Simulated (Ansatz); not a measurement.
BeSe (zinc blende) was relaxed and computed twice in Ansatz (plane waves, PAW), once with HSE06 and once with LDA.

|  | run 1 | run 2 |
|---|---|---|
| cell | a = b = c = 5.081 Å, α = β = γ = 90.00° | a = b = c = 5.146 Å, α = β = γ = 90.00° |
| gap (eV) | 2.40 | 3.47 |
| B₀ by P(V) fit (GPa) | 83.9 | 80.9 |

### Question
Which run used which functional?

### Answer
Run 1 is LDA, run 2 is HSE06.

All cells were relaxed under the symmetry of their starts (and spin orders); stability against distortions was not tested throughout. Scalar-relativistic: spin–orbit coupling is off unless named, which matters more the heavier the elements.

Potentials: the earlier of the program's two PAW sets.

Ansatz (a first-principles code) is a plane-wave DFT program.
